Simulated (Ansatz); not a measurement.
Pd:
Space group Fm-3m (No. 225); a = b = c = 3.8748 Å, α = β = γ = 90.00°

```csv
atom,site,symmetry,x,y,z
Pd,4a,m-3m,0.0000,0.0000,0.0000
```
(The calculation used a cell of 1 atom; values per cell refer to that cell.)

Relaxed with PBEsol.

Which orbitals make up the states near the Fermi level in PBEsol in the plane-wave PAW code Ansatz?

Within 0.5 eV of the Fermi level: Pd 4d 93 %, outside the projected shells 7 %. Projections are on Löwdin-orthogonalised atomic valence shells; empty p or d shells of many metals are not among them.

Tabulate the density of states.

States/eV per cell of 1 atom, in 0.25 eV bins, energy from the Fermi level.

| E (eV) | total | Pd 4d | Pd 4s |
|---|---|---|---|
| -7.50 | 0.00 | 0.00 | 0.00 |
| -7.25 | 0.02 | 0.00 | 0.00 |
| -7.00 | 0.04 | 0.00 | 0.00 |
| -6.75 | 0.06 | 0.00 | 0.00 |
| -6.50 | 0.08 | 0.01 | 0.00 |
| -6.25 | 0.10 | 0.01 | 0.00 |
| -6.00 | 0.12 | 0.02 | 0.00 |
| -5.75 | 0.15 | 0.04 | 0.00 |
| -5.50 | 0.37 | 0.23 | 0.00 |
| -5.25 | 1.13 | 0.95 | 0.01 |
| -5.00 | 1.75 | 1.57 | 0.02 |
| -4.75 | 2.34 | 2.19 | 0.02 |
| -4.50 | 1.97 | 1.89 | 0.01 |
| -4.25 | 1.60 | 1.55 | 0.01 |
| -4.00 | 1.37 | 1.33 | 0.00 |
| -3.75 | 1.59 | 1.55 | 0.00 |
| -3.50 | 1.54 | 1.48 | 0.00 |
| -3.25 | 1.70 | 1.61 | 0.00 |
| -3.00 | 1.82 | 1.73 | 0.00 |
| -2.75 | 2.63 | 2.50 | 0.00 |
| -2.50 | 2.70 | 2.58 | 0.00 |
| -2.25 | 1.58 | 1.48 | 0.00 |
| -2.00 | 1.57 | 1.48 | 0.00 |
| -1.75 | 1.65 | 1.55 | 0.00 |
| -1.50 | 1.93 | 1.82 | 0.00 |
| -1.25 | 1.87 | 1.78 | 0.00 |
| -1.00 | 1.59 | 1.50 | 0.00 |
| -0.75 | 1.52 | 1.43 | 0.00 |
| -0.50 | 1.64 | 1.55 | 0.00 |
| -0.25 | 2.23 | 2.14 | 0.00 |
| 0.00 | 2.39 | 2.29 | 0.00 |
| 0.25 | 0.84 | 0.73 | 0.00 |
| 0.50 | 0.23 | 0.10 | 0.00 |
| 0.75 | 0.23 | 0.09 | 0.00 |
| 1.00 | 0.24 | 0.08 | 0.00 |
| 1.25 | 0.24 | 0.07 | 0.00 |
| 1.50 | 0.25 | 0.06 | 0.00 |
| 1.75 | 0.25 | 0.05 | 0.00 |
| 2.00 | 0.25 | 0.05 | 0.00 |
| 2.25 | 0.25 | 0.04 | 0.00 |
| 2.50 | 0.25 | 0.03 | 0.00 |
| 2.75 | 0.25 | 0.03 | 0.00 |
| 3.00 | 0.25 | 0.03 | 0.00 |
| 3.25 | 0.25 | 0.02 | 0.00 |
| 3.50 | 0.25 | 0.02 | 0.00 |
| 3.75 | 0.25 | 0.02 | 0.00 |
| 4.00 | 0.24 | 0.02 | 0.00 |
| 4.25 | 0.24 | 0.01 | 0.00 |
| 4.50 | 0.23 | 0.01 | 0.00 |
| 4.75 | 0.22 | 0.01 | 0.00 |

The PBEsol relaxation kept the symmetry of its start. The workflow began spin-polarised and lost its moments. The cell computed holds one magnetic atom, so no antiferromagnetic order was within reach. Spin–orbit coupling is left out wherever it is not named.

Potentials: the earlier of the program's two PAW sets.
